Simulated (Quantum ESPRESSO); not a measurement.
PdLi4W3, input and log of a self-consistent run

Simulated, not a measurement. The program is pw.x of Quantum ESPRESSO 7.5 (plane-wave density functional theory). The cell is made up: eight metal atoms on a hexagonal close-packed lattice, with elements, volume, strain and displacements drawn at random and not relaxed, so it may be unstable or far from any real phase. PseudoDojo standard norm-conserving files set the functional (PBE unless stated); there is no spin polarisation or spin-orbit coupling, the Fermi-Dirac width of 0.25 eV means electrons at about 2900 K, and the masses in the input are unused placeholders. Heavy elements are run without spin-orbit coupling, which real alloys of them have. A spin test at this wide smearing found no moment, but such smearing suppresses magnetism that the real alloy may have.

Input:

```
&control calculation='scf', pseudo_dir='./dojo.nc.sr.pbe.v0_5.standard.upf', outdir='./o', disk_io='minimal', tprnfor=.true., tstress=.true. /
&system ibrav=0, nat=8, ntyp=3, nbnd=49, ecutwfc=82.02448710, nosym=.true., tot_charge=0,
 occupations='smearing', smearing='fd', degauss=0.0183746611
/
&electrons conv_thr=1.470e-08, electron_maxstep=70, mixing_beta=0.5 /
ATOMIC_SPECIES
Li 1.0 Li.upf
Pd 1.0 Pd.upf
W 1.0 W.upf
CELL_PARAMETERS angstrom
-2.8619 0.0 0.0
0.0 0.0 -4.7192
0.0 -9.9138 0.0
ATOMIC_POSITIONS angstrom
Pd 0.0303 0.0351 -0.027
Li -0.0193 -4.8949 -0.0347
W 0.0233 -3.2925 -2.3622
W 0.0111 -8.2832 -2.3576
Li -1.4134 -2.4585 0.0242
W -1.4357 -7.3161 0.0155
Li -1.4384 -0.8525 -2.3724
Li -1.3684 -5.807 -2.4027
K_POINTS automatic
8 5 3 1 1 1
```

The log is shortened where brackets say so; the opening notice, blank lines, dates and the lines on written files are dropped, and the path of the files is cut. It prints rydbergs, bohrs and kilobars, and counts compression as positive stress. Its total energy is the free energy E - TS of the whole cell.

```
     Program PWSCF v.7.5
     Parallel version (MPI & OpenMP), running on       4 processor cores
     Number of MPI processes:                 4
     Threads/MPI process:                     1
     [start-up lines left out]
     bravais-lattice index     =            0
     lattice parameter (alat)  =       5.4082  a.u.
     unit-cell volume          =     903.5654 (a.u.)^3
     number of atoms/cell      =            8
     number of atomic types    =            3
     number of electrons       =        72.00
     number of Kohn-Sham states=           49
     kinetic-energy cutoff     =      82.0245  Ry
     charge density cutoff     =     328.0979  Ry
     scf convergence threshold =      1.5E-08
     mixing beta               =       0.5000
     number of iterations used =            8  plain     mixing
     Exchange-correlation= PBE
                           (   1   4   3   4   0   0   0)
     [axes and pseudopotential details left out]
   Cartesian axes
     site n.     atom                  positions (alat units)
         1        Pd     tau(   1) = (   0.0105874   0.0122646  -0.0094343  )
         2        Li     tau(   2) = (  -0.0067438  -1.7103672  -0.0121248  )
         3        W      tau(   3) = (   0.0081414  -1.1504595  -0.8253957  )
         4        W      tau(   4) = (   0.0038785  -2.8943010  -0.8237884  )
         5        Li     tau(   5) = (  -0.4938677  -0.8590447   0.0084559  )
         6        W      tau(   6) = (  -0.5016597  -2.5563786   0.0054160  )
         7        Li     tau(   7) = (  -0.5026032  -0.2978790  -0.8289598  )
         8        Li     tau(   8) = (  -0.4781439  -2.0290716  -0.8395472  )
     number of k points=    60  Fermi-Dirac smearing, width (Ry)=  0.0184
                       cart. coord. in units 2pi/alat
        k(    1) = (  -0.0625000  -0.0481131  -0.0606438), wk =   0.0333333
        k(    2) = (  -0.0625000   0.1443392  -0.0606438), wk =   0.0333333
     [further k points left out]
     Dense  grid:    90629 G-vectors     FFT dimensions: (  32,  54, 120)
     Estimated max dynamical RAM per process >     263.22 MB
     Estimated total dynamical RAM >     986.51 MB
     Initial potential from superposition of free atoms
     starting charge      71.9800, renormalised to      72.0000
     Starting wfcs are   47 randomized atomic wfcs +    2 random wfcs
     total cpu time spent up to now is        3.5 secs
     per-process dynamical memory:   210.3 Mb
     Self-consistent Calculation
     iteration #  1     ecut=    82.02 Ry     beta= 0.50
     Davidson diagonalization with overlap
     ethr =  1.00E-02,  avg # of iterations =  3.9
     total cpu time spent up to now is       12.1 secs
     total energy              =    -764.70752613 Ry
     estimated scf accuracy    <      27.08634160 Ry
     iteration #  2     ecut=    82.02 Ry     beta= 0.50
     Davidson diagonalization with overlap
     ethr =  1.00E-02,  avg # of iterations =  6.0
     total cpu time spent up to now is       24.0 secs
     total energy              =    -775.03441698 Ry
     estimated scf accuracy    <     190.92323223 Ry
     iteration #  3     ecut=    82.02 Ry     beta= 0.50
     Davidson diagonalization with overlap
     ethr =  1.00E-02,  avg # of iterations =  6.2
     total cpu time spent up to now is       34.7 secs
     total energy              =    -783.20978503 Ry
     estimated scf accuracy    <      41.78919473 Ry
     iteration #  4     ecut=    82.02 Ry     beta= 0.50
     Davidson diagonalization with overlap
     ethr =  1.00E-02,  avg # of iterations =  3.0
     total cpu time spent up to now is       42.2 secs
     total energy              =    -783.26329613 Ry
     estimated scf accuracy    <      20.98267706 Ry
     iteration #  5     ecut=    82.02 Ry     beta= 0.50
     Davidson diagonalization with overlap
     ethr =  1.00E-02,  avg # of iterations =  1.1
     total cpu time spent up to now is       48.5 secs
     total energy              =    -783.77971656 Ry
     estimated scf accuracy    <      12.13113073 Ry
     [iterations 6 to 14 left out]
     iteration # 15     ecut=    82.02 Ry     beta= 0.50
     Davidson diagonalization with overlap
     ethr =  2.86E-07,  avg # of iterations =  2.1
     total cpu time spent up to now is      121.3 secs
     total energy              =    -783.39549458 Ry
     estimated scf accuracy    <       0.00003730 Ry
     iteration # 16     ecut=    82.02 Ry     beta= 0.50
     Davidson diagonalization with overlap
     ethr =  5.18E-08,  avg # of iterations =  1.3
     total cpu time spent up to now is      127.7 secs
     total energy              =    -783.39549709 Ry
     estimated scf accuracy    <       0.00000357 Ry
     iteration # 17     ecut=    82.02 Ry     beta= 0.50
     Davidson diagonalization with overlap
     ethr =  4.95E-09,  avg # of iterations =  2.1
     total cpu time spent up to now is      134.5 secs
     total energy              =    -783.39549736 Ry
     estimated scf accuracy    <       0.00000019 Ry
     iteration # 18     ecut=    82.02 Ry     beta= 0.50
     Davidson diagonalization with overlap
     ethr =  2.65E-10,  avg # of iterations =  3.9
     total cpu time spent up to now is      142.3 secs
     total energy              =    -783.39549741 Ry
     estimated scf accuracy    <       0.00000004 Ry
     iteration # 19     ecut=    82.02 Ry     beta= 0.50
     Davidson diagonalization with overlap
     ethr =  5.68E-11,  avg # of iterations =  2.0
     total cpu time spent up to now is      148.5 secs
     End of self-consistent calculation
     [lines on levels left out]
!    total energy              =    -783.39549741 Ry
     estimated scf accuracy    <          9.2E-09 Ry
     smearing contrib. (-TS)   =      -0.11685906 Ry
     internal energy E=F+TS    =    -783.27863835 Ry
     The total energy is F=E-TS. E is the sum of the following terms:
     one-electron contribution =    -455.10691202 Ry
     hartree contribution      =     240.39648053 Ry
     xc contribution           =    -154.57567208 Ry
     ewald contribution        =    -413.99253478 Ry
     convergence has been achieved in  19 iterations
     Forces acting on atoms (cartesian axes, Ry/au):
     atom    1 type  2   force =    -0.00173764    0.01277590    0.00125065
     atom    2 type  1   force =     0.00105652    0.01421568    0.00091602
     atom    3 type  3   force =     0.00098267    0.00460570    0.00138786
     atom    4 type  3   force =     0.00154927    0.02044733    0.00100886
     atom    5 type  1   force =     0.00008210    0.01229676   -0.00393236
     atom    6 type  3   force =    -0.00228474   -0.07312195   -0.00564411
     atom    7 type  1   force =     0.00188934    0.00048488    0.00014504
     atom    8 type  1   force =    -0.00153753    0.00829570    0.00486804
     Total force =     0.080416     Total SCF correction =     0.000488
     Computing stress (Cartesian axis) and pressure
          total   stress  (Ry/bohr**3)                   (kbar)     P=      -96.67
  -0.00134411   0.00001135   0.00000099         -197.73        1.67        0.15
   0.00001135  -0.00001705  -0.00000283            1.67       -2.51       -0.42
   0.00000099  -0.00000283  -0.00061034            0.15       -0.42      -89.78
     init_run     :      3.29s CPU      3.39s WALL (       1 calls)
     electrons    :    144.61s CPU    144.93s WALL (       1 calls)
     forces       :      1.13s CPU      1.14s WALL (       1 calls)
     stress       :      4.02s CPU      4.02s WALL (       1 calls)
     [timing details left out]
     PWSCF        :   2m33.21s CPU   2m33.67s WALL
     JOB DONE.
```

In other units: free energy -10658.639 eV for the cell, pressure -9.67 GPa, largest force component 1.880 eV/Å in size. The run took 155 s of wall time with four MPI processes on a shared machine (AMD EPYC, Zen 5, virtual cores), so the time is rough. A rerun of this cell at a higher cutoff and on a denser mesh moved values by no more than 0.010 eV in energy, 0.07 GPa in stress and 0.008 eV/Å in force, and a second program with other atomic files agreed on that cell to 2 % rms in force and 0.5 GPa in pressure.